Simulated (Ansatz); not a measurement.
CaO in space group P6_3/mmc (No. 194; Ca on 2d, O on 2c), a = 3.9814 Å, b = 3.9814 Å, c = 4.7708 Å, α = 90.00°, β = 90.00°, γ = 120.00°.

Relaxed with r²SCAN. The program Ansatz at the r²SCAN level (PAW) gives a gap of 3.63 eV.

Question: What gap does HSE06 give on the same cell (Ansatz, PAW)?

Answer: 4.58 eV, 0.95 eV more. The hybrid was solved on a coarser mesh and at special points; its gap is the smallest among all of these.

```
k  v1 r²SCAN  c1 r²SCAN  v1 HSE06  c1 HSE06
-  ---------  ---------  --------  --------
Γ       0.00       3.63      0.00      4.58
A      -1.29       5.46     -1.34      6.48
K      -0.28       4.49       [?]       [?]
H      -0.92       5.24       [?]       [?]
M      -0.38       5.14       [?]       [?]
L      -0.75       5.85       [?]       [?]
```

Question: Top valence (v1) and lowest conduction level (c1) in eV from each method's valence maximum (which need not be a listed point): supply the withheld HSE06 values.

Answer: 
- H, v1 HSE06: -0.96
- H, c1 HSE06: 6.38
- K, v1 HSE06: -0.29
- K, c1 HSE06: 5.60
- L, v1 HSE06: -0.80
- L, c1 HSE06: 6.98
- M, v1 HSE06: -0.39
- M, c1 HSE06: 6.26

Cost on shared cores: the r²SCAN run (SCF on a 8×8×6 mesh, then bands and DOS) very roughly 40 core-seconds, the HSE06 run (SCF on 6×6×4, then a few points) roughly 3 core-minutes; the tasks are unlike.

The start of the workflow was typed in or built on a structure type; the Crystallography Open Database copy checked does not list it. It is not the phase usual at ambient conditions (space group No. 225). Symmetry was held in the r²SCAN relaxation; whether a distortion lowers the energy is not shown.

Potentials: the earlier of the program's two PAW sets.
